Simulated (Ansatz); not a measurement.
Consider the following.

Starting cell, LaB$_{6}$ (CaB6 type, space group Pm-3m):

```
CELL_PARAMETERS angstrom
      8.30993     0.00000     0.00000
      0.00000     4.15497     0.00000
      0.00000     0.00000     4.15497
ATOMIC_POSITIONS crystal
  La 0.00000 0.00000 0.00000
  La 0.50000 0.00000 0.00000
  B  0.09989 0.50000 0.50000
  B  0.59989 0.50000 0.50000
  B  0.40011 0.50000 0.50000
  B  0.90011 0.50000 0.50000
  B  0.25000 0.50000 0.19979
  B  0.75000 0.50000 0.19979
  B  0.25000 0.50000 0.80021
  B  0.75000 0.50000 0.80021
  B  0.25000 0.19979 0.50000
  B  0.75000 0.19979 0.50000
  B  0.25000 0.80021 0.50000
  B  0.75000 0.80021 0.50000
```

The atoms are displaced by Q × the pattern below (from a DFPT mode at X = (0.5, 0.0, 0.0), largest move 1; Q in Å), at fixed cell. (q is in reciprocal vectors of the primitive cell; the cell shown is doubled to hold the pattern.)

```tsv
atom	x	y	z
B7	0.000	0.000	1.000
B8	0.000	0.000	-1.000
B9	0.000	0.000	-1.000
B10	0.000	0.000	1.000
B11	0.000	-1.000	0.000
B12	0.000	1.000	0.000
B13	0.000	1.000	0.000
B14	0.000	-1.000	0.000
```

Atoms not listed stay in place.

Computed with PBE (plane waves to 420 eV, PAW, scalar-relativistic; Ansatz, a first-principles code). k mesh 6×11×11 (Γ-centred), Fermi-Dirac smearing 0.05 eV. Energies are smeared free energies. Left out: 4 of 13 points, with atoms too close for the PAW data. With partly filled bands, energies and forces of such displacements shift with the k mesh and the smearing. LaB6 is run without spin polarisation. LaB6 was relaxed with its symmetry unable to fall. ΔE is measured from the undisplaced structure.

The scan covers Q from -0.187 to 0.187 Å in 9 points.

Q: Which space group does the distorted structure have?

A: P4_2/mmc (No. 131), lowered from Pm-3m.

Q: What is the energy change at Q = 0.187 Å?

A: 7442 meV/cell.

Q: What harmonic wavenumber does the curvature at Q = 0 give?

A: 1094 cm⁻¹.

(A displaced cell: forces are minus the slopes of the energy, force constants its curvatures, and phonons follow from these.)
